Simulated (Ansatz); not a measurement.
Property card for C

C:
```xyz
18
Lattice="9.4020 0.0000 0.0000 -4.7010 8.1423 0.0000 0.0000 0.0000 3.6200" Properties=species:S:1:pos:R:3 pbc="T T T"
C      1.4242     0.0000     0.0000
C      2.8125     0.0000     0.0000
C      4.0351     0.0000     0.0000
C      0.7121     1.2334     0.0000
C      1.4063     2.4357     0.0000
C      2.0175     3.4945     0.0000
C     -0.7121     1.2334     0.0000
C     -1.4063     2.4357     0.0000
C     -2.0175     3.4945     0.0000
C      7.9778     0.0000     0.0000
C      6.5894     0.0000     0.0000
C      5.3669     0.0000     0.0000
C      3.9889     6.9090     0.0000
C      3.2947     5.7066     0.0000
C      2.6834     4.6479     0.0000
C     -3.9889     6.9090     0.0000
C     -3.2947     5.7066     0.0000
C     -2.6834     4.6479     0.0000
```

Space group P6/mmm (No. 191); conventional cell a = 9.4020 Å, b = 9.4020 Å, c = 3.6200 Å, α = 90.00°, β = 90.00°, γ = 120.00°.

Method: r²SCAN+D4 (plane waves, PAW; program Ansatz). The cell and atoms are relaxed at this level. Other levels are named where they apply.

### Cell and energy

| Item | Value |
|---|---|
| Volume per atom | 15.40 Å³ |
| Density | 1.30 g/cm³ |

### Electronic structure

| Property | Result |
|---|---|
| Electronic character | no gap, with almost no states at the Fermi level (zero-gap or semimetallic) |
| Density of states at the Fermi level | 0.02 states/eV per atom (mean over ±0.08 eV) |

### Mechanics

| Quantity | Value |
|---|---|
| Bulk modulus (Birch–Murnaghan fit) | 14.1 GPa |
| Pressure derivative B′ | 11.2 |
| Elastic constants (relaxed ions, GPa) | C11 = 445, C12 = 199, C13 = -2.6, C33 = 14.3, C44 = -1.9 |
| Mechanical stability | marginal (the smallest eigenvalue of C is near zero) |

The start of the workflow was typed in or built on a structure type; the Crystallography Open Database copy checked does not list it. It is not the phase usual at ambient conditions (space group No. 194, 227). The r²SCAN+D4 relaxation kept the symmetry of its start; its stability against distortions is not shown here. As this level gives no gap, shear constants depend on the k-mesh and smearing (Fermi–Dirac, 0.1 eV here).

Potentials: the later of the program's two PAW sets.
